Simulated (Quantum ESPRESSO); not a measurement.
# Band energies of BaCu2S2

```
CELL_PARAMETERS angstrom
     -1.95097     1.95097     6.32505
      1.95097    -1.95097     6.32505
      1.95097     1.95097    -6.32505
ATOMIC_POSITIONS crystal
  S  0.64101 0.64101 0.00000
  S  0.35899 0.35899 0.00000
  Cu 0.75000 0.25000 0.50000
  Cu 0.25000 0.75000 0.50000
  Ba 0.00000 0.00000 0.00000
```

norm-conserving LDA (Quantum ESPRESSO, 92 Ry, scalar-relativistic); path ΓXYSΓZS1NPY1Z,XP; energies in eV from the valence-band maximum.

| k (1/Å) | point | band 26 | band 27 | band 28 | band 29 | band 30 | band 31 | band 32 | band 33 |
|---|---|---|---|---|---|---|---|---|---|
| 0.00 | Γ | -1.58 | -1.28 | -0.06 | 0.00 | 0.00 | 0.42 | 1.23 | 3.11 |
| 0.57 |  | -1.97 | -1.15 | -0.98 | -0.74 | -0.50 | 2.19 | 3.10 | 3.24 |
| 1.14 | X | -1.93 | -1.93 | -1.78 | -1.16 | -1.10 | 2.17 | 3.30 | 4.35 |
| 1.14 | Y | -1.94 | -1.88 | -1.77 | -1.13 | -1.10 | 2.28 | 3.41 | 4.30 |
| 1.62 |  | -2.09 | -1.35 | -0.98 | -0.73 | -0.58 | 1.64 | 2.90 | 3.23 |
| 1.87 | S | -2.13 | -1.02 | -0.82 | -0.47 | -0.33 | 1.15 | 2.01 | 3.36 |
| 2.22 |  | -2.02 | -1.15 | -0.83 | -0.50 | -0.34 | 1.83 | 2.72 | 3.66 |
| 2.75 | Γ | -1.58 | -1.28 | -0.06 | 0.00 | 0.00 | 0.42 | 1.23 | 3.11 |
| 3.25 | Z | -1.47 | -1.47 | -1.28 | -0.09 | -0.09 | 0.61 | 1.94 | 3.20 |
| 3.43 |  | -1.60 | -1.41 | -1.16 | -0.21 | -0.09 | 0.87 | 2.21 | 2.93 |
| 3.97 | S1 | -2.13 | -1.02 | -0.82 | -0.47 | -0.33 | 1.15 | 2.01 | 3.36 |
| 3.97 | N | -2.17 | -0.81 | -0.80 | -0.78 | -0.41 | 1.35 | 2.35 | 3.41 |
| 4.30 |  | -2.09 | -1.36 | -1.23 | -0.78 | -0.73 | 2.24 | 2.81 | 3.57 |
| 4.78 | P | -1.93 | -1.91 | -1.91 | -1.12 | -1.12 | 2.85 | 3.00 | 3.71 |
| 4.78 | Y1 | -1.94 | -1.88 | -1.77 | -1.13 | -1.10 | 2.28 | 3.41 | 4.30 |
| 5.01 |  | -1.96 | -1.61 | -1.58 | -1.09 | -0.90 | 2.71 | 3.83 | 4.15 |
| 5.35 |  | -1.93 | -1.14 | -1.10 | -0.93 | -0.23 | 1.98 | 2.18 | 3.15 |
| 5.70 |  | -1.55 | -1.44 | -1.23 | -0.17 | -0.07 | 0.72 | 2.05 | 3.11 |
| 5.81 | Z | -1.47 | -1.47 | -1.28 | -0.09 | -0.09 | 0.61 | 1.94 | 3.20 |
| 5.81 | X | -1.93 | -1.93 | -1.78 | -1.16 | -1.10 | 2.17 | 3.30 | 4.35 |
| 6.06 | P | -1.93 | -1.91 | -1.91 | -1.12 | -1.12 | 2.85 | 3.00 | 3.71 |

The LDA gap is direct, 0.42 eV at Γ.

The filled Cu 3d shell has no Hubbard U; semilocal functionals place it too high.

Geometry of the Materials Project entry, not relaxed at this level.

The structure is a Materials Project entry; no match was found in the copy of COD used, and its stability was not checked.
